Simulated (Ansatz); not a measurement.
Input:

FeAs:
```
CELL_PARAMETERS angstrom
      3.33480     0.00000     0.00000
      0.00000     5.53110     0.00000
      0.00000     0.00000     6.07723
ATOMIC_POSITIONS crystal
  Fe 0.00000 0.75404 0.79554
  Fe 0.50000 0.74596 0.20446
  Fe 0.50000 0.24596 0.29554
  Fe 0.00000 0.25404 0.70446
  As 0.00000 0.95655 0.42559
  As 0.50000 0.54345 0.57441
  As 0.50000 0.04345 0.92559
  As 0.00000 0.45655 0.07441
```
The run is spin-polarised.

This is the r²SCAN-relaxed structure.

All from r²SCAN in the plane-wave PAW code Ansatz, unless another level is named. Give the magnetic order.

antiferromagnetic.

Predict the Bader charges.

Fe +0.47, As -0.47 e.

Space group Pnma. The workflow started from an entry of the Crystallography Open Database (COD). Its standing as an ambient phase is unchecked. Symmetry was held in the r²SCAN relaxation, as lowered by the spin order; its stability against distortions is not shown here. Spin order of the final state: antiferromagnetic, chosen from 4 collinear starts compared on coarse meshes (ties went to the first, and starts can fall back to one state), not a proven ground state. Other orbital occupations within this spin state were not tried.

Potentials: the later of the program's two PAW sets.
